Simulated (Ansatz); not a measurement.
# Structures of Ca2Sb3: which is lowest?

Plane-wave DFT in Ansatz with scalar-relativistic PAW potentials, cutoff 420 eV, Γ-centred meshes chosen by cell and gap, Gaussian smearing with energies taken to zero width. Every cell was relaxed (cell and atoms) in a run of its own, within the symmetry of its start. Functional: PBE.

Relaxed structures (starts from databases or built by putting these elements on another compound's sites):
A. R-3c, 10 atoms in the computed cell, a = 6.486 Å, c = 28.944 Å; sites (symmetry × multiplicity) Ca 3. × 12, Sb .2 × 18; start: built
B. R-3m, 5 atoms in the computed cell, a = 4.736 Å, c = 25.991 Å; sites (symmetry × multiplicity) Ca 3m × 6, Sb -3m × 3 + 3m × 6; start: built

**Question.** Rank them by energy. Could pressure change the order?

**Answer.**
| structure | group | E − E(lowest) (meV/atom) | V (Å³/atom) | gap on mesh (eV) |
| --- | --- | --- | --- | --- |
| B | R-3m | 0.0 | 33.66 | 0.00 |
| A | R-3c | 60 | 35.15 | 0.00 |

B is lowest, 60 meV/atom under A. The lowest is also the densest of these, so pressure wouldn't bring one of the others in at first order. Other structures may lie lower than all of these, and vibrations aren't counted.

Spin-orbit coupling is left out, which matters for the bands of heavy elements.